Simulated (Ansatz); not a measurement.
The calculation used Ansatz 0.2.0, DFT PBE, scalar-relativistic, plane waves, PAW. All cells share a 420 eV cutoff and Γ-centred k meshes spaced at most about 0.3 Å⁻¹ (about 0.25 or finer for metals, 2π included). No spin polarisation in the final relaxations.

Temperature and zero-point effects are left out. All come from trial cells, and lower structures may exist.

Problem. These unrelaxed guesses for Ca₃TeRu₂ are each relaxed within their symmetry. Order them by the energy at which they end, lowest first.
A.

```cif
data_structure
_symmetry_space_group_name_H-M 'P-4m2'
_symmetry_Int_Tables_number 115
_cell_length_a 3.9023
_cell_length_b 3.9023
_cell_length_c 8.5968
_cell_angle_alpha 90.000
_cell_angle_beta 90.000
_cell_angle_gamma 90.000
_cell_volume 130.91
loop_
_atom_site_label
_atom_site_type_symbol
_atom_site_symmetry_multiplicity
_atom_site_Wyckoff_symbol
_atom_site_fract_x
_atom_site_fract_y
_atom_site_fract_z
_atom_site_occupancy
Ca1 Ca 1 b 0.50000 0.50000 0.00000 1
Ca2 Ca 2 g 0.00000 0.50000 0.37863 1
Te1 Te 1 a 0.00000 0.00000 0.00000 1
Ru1 Ru 2 g 0.00000 0.50000 0.73761 1
```

B.

```cif
data_structure
_symmetry_space_group_name_H-M 'P-4m2'
_symmetry_Int_Tables_number 115
_cell_length_a 4.1164
_cell_length_b 4.1164
_cell_length_c 8.4787
_cell_angle_alpha 90.000
_cell_angle_beta 90.000
_cell_angle_gamma 90.000
_cell_volume 143.67
loop_
_atom_site_label
_atom_site_type_symbol
_atom_site_symmetry_multiplicity
_atom_site_Wyckoff_symbol
_atom_site_fract_x
_atom_site_fract_y
_atom_site_fract_z
_atom_site_occupancy
Ca1 Ca 2 f 0.50000 0.50000 0.77059 1
Ca2 Ca 1 d 0.00000 0.00000 0.50000 1
Te1 Te 1 c 0.50000 0.50000 0.50000 1
Ru1 Ru 2 g 0.00000 0.50000 0.61471 1
```

C.

```cif
data_structure
_symmetry_space_group_name_H-M 'P6/mmm'
_symmetry_Int_Tables_number 191
_cell_length_a 5.7275
_cell_length_b 5.7275
_cell_length_c 4.6270
_cell_angle_alpha 90.000
_cell_angle_beta 90.000
_cell_angle_gamma 120.000
_cell_volume 131.45
loop_
_atom_site_label
_atom_site_type_symbol
_atom_site_symmetry_multiplicity
_atom_site_Wyckoff_symbol
_atom_site_fract_x
_atom_site_fract_y
_atom_site_fract_z
_atom_site_occupancy
Ca1 Ca 3 g 0.50000 0.00000 0.50000 1
Te1 Te 1 a 0.00000 0.00000 0.00000 1
Ru1 Ru 2 c 0.33333 0.66667 0.00000 1
```

D.

```cif
data_structure
_symmetry_space_group_name_H-M 'P6/mmm'
_symmetry_Int_Tables_number 191
_cell_length_a 4.9594
_cell_length_b 4.9594
_cell_length_c 6.2902
_cell_angle_alpha 90.000
_cell_angle_beta 90.000
_cell_angle_gamma 120.000
_cell_volume 133.99
loop_
_atom_site_label
_atom_site_type_symbol
_atom_site_symmetry_multiplicity
_atom_site_Wyckoff_symbol
_atom_site_fract_x
_atom_site_fract_y
_atom_site_fract_z
_atom_site_occupancy
Ca1 Ca 3 g 0.50000 0.00000 0.50000 1
Te1 Te 1 a 0.00000 0.00000 0.00000 1
Ru1 Ru 2 e 0.00000 0.00000 0.34467 1
```

Solution. A (ends in P-4m2, 0 meV/atom), B (ends in P-4m2, 0.45 eV/atom), C (ends in P6/mmm, 0.46 eV/atom), D (ends in P6/mmm, 0.67 eV/atom).

The k mesh leaves some 4 meV/atom of noise in the energy of each metallic cell. Spin–orbit coupling, which can matter for Te, is left out. A magnetic state wasn't ruled out in cells without spin, among them P6/mmm at 24.5 Å³/atom, P6/mmm at 41.2 Å³/atom. Cells relaxed within their symmetry can be saddle points. Some structure types and database cells were kept out of the candidates from the start, so a known form may be missing.
